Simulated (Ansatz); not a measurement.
Method: PBE, no spin polarisation; PAW, plane waves to 420 eV, 5×5×4 Γ-centred mesh, gaussian occupations (width 0.241 eV) (Ansatz 0.2.0), atoms fixed.

Computed maps in the lattice plane spanned by a (left to right, 5.84 Å, 18 points from zero) and b (bottom to top, 5.84 Å, 18 points from zero), 105° apart, at height 0.250 along c. The fields are smooth PAW ones with compensation charges, not the true ones near nuclei.

Valence density. Digits on a logarithmic scale: 0 up to 0.03 e/Å³, each further digit a factor of 1.6, 9 from 1.3 e/Å³ up:
```
999963102344432358
999853111233222368
998643443211111357
665447996200111245
433379998311122223
111499997312333221
101499995223444321
221368752234554322
332223322345666544
543101123457998655
543101234579999866
542111345699999866
432112345699999765
322112344689997544
333322233568875432
456542222456664323
688753112456654234
999964112355543346
```

ELF. Ten even steps from '0' (0.00) to '9' (0.83):
```
836984000466520169
869971000034200279
999810110000000269
887105774000000037
441056467000110002
000174266002332000
000176672013543100
100047620013432100
440000000012222112
663000011112222225
764000233221001237
752001354220000247
420001343220001235
100000232221012122
012200011122221100
367630000123432000
899972000257752004
988984001467741038
```

Q: The cell is NaTaSnO5. Which atoms lie within 0.2 Å of this plane, and where (fractions of a and b)?

A: Na at (0.33, 0.67), Sn at (0.68, 0.32), O at (0.07, 0.93). The whole cell:
```yaml
crystal:
  lattice:
    - [3.55333, 4.63115, 0.00000]
    - [3.55333, -4.63115, 0.00000]
    - [3.23326, 0.00000, -6.97886]
  atoms:
    - { symbol: Na, position: [0.32594, 0.67406, 0.25000] }
    - { symbol: Na, position: [0.67406, 0.32594, 0.75000] }
    - { symbol: Ta, position: [0.00000, 0.00000, 0.00000] }
    - { symbol: Ta, position: [0.00000, 0.00000, 0.50000] }
    - { symbol: Sn, position: [0.31758, 0.68242, 0.75000] }
    - { symbol: Sn, position: [0.68242, 0.31758, 0.25000] }
    - { symbol: O, position: [0.06634, 0.93366, 0.25000] }
    - { symbol: O, position: [0.93366, 0.06634, 0.75000] }
    - { symbol: O, position: [0.63408, 0.75742, 0.58882] }
    - { symbol: O, position: [0.24258, 0.36592, 0.91118] }
    - { symbol: O, position: [0.36592, 0.24258, 0.41118] }
    - { symbol: O, position: [0.75742, 0.63408, 0.08882] }
    - { symbol: O, position: [0.30306, 0.89238, 0.88763] }
    - { symbol: O, position: [0.10762, 0.69694, 0.61237] }
    - { symbol: O, position: [0.69694, 0.10762, 0.11237] }
    - { symbol: O, position: [0.89238, 0.30306, 0.38763] }
```

Origin: a known structure type with other elements, at an estimated volume, so it need not be a known compound. Caveats: atoms or cell far from equilibrium; wide smearing.
